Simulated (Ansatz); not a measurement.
CoSi2 (fluorite or antifluorite type, space group No. 225) under volume change, the program Ansatz at the PBEsol level (PAW), scaled uniformly.

```tsv
V (Å³/atom)	E − E(relaxed) (meV/atom)	P (GPa)
11.371	(withheld)	(withheld)
11.746	30.6	13.82
12.120	(withheld)	(withheld)
12.495	0.0	0.01
12.870	6.4	-5.37
13.245	24.5	-9.92
13.620	52.3	-13.76
```

Q: Some entries are withheld; supply them.

A: 
- 11.371, E − E(relaxed) (meV/atom): 72.9
- 11.371, P (GPa): 22.61
- 12.120, E − E(relaxed) (meV/atom): 7.2
- 12.120, P (GPa): 6.35

Q: What does a third-order Birch–Murnaghan fit give for V₀, B₀ and B′?

A: V₀ = 12.50 Å³/atom, B₀ = 194 GPa, B′ = 4.5.

Space group Fm-3m (fluorite or antifluorite type). The cell was relaxed with PBEsol under the symmetry of its start; of distortions, only those at the zone centre were tested. No spin polarisation was allowed.

Potentials: the earlier of the program's two PAW sets.
